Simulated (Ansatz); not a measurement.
An elastic tensor (GPa, Voigt order, standard axes) from PBE in the plane-wave PAW code Ansatz:

```
 135  72.6  66.0   0.0   0.0   0.0
72.6   135  66.0   0.0   0.0   0.0
66.0  66.0   164   0.0   0.0   0.0
 0.0   0.0   0.0  25.4   0.0   0.0
 0.0   0.0   0.0   0.0  25.4   0.0
 0.0   0.0   0.0   0.0   0.0  31.3
```

Task: Which compound is it?
(A) Os, hcp (Mg type)
(B) Zr, hcp (Mg type)
(C) Co, hcp (Mg type)
(D) Re, hcp (Mg type)

Result: B, Zr, hcp (Mg type)

Space group P6_3/mmc (hcp (Mg type)). The PBE relaxation kept the symmetry of its start. No spin polarisation was allowed. As this level gives no gap, shear constants depend on the k-mesh and smearing (Fermi–Dirac, 0.1 eV here).

Potentials: the later of the program's two PAW sets.
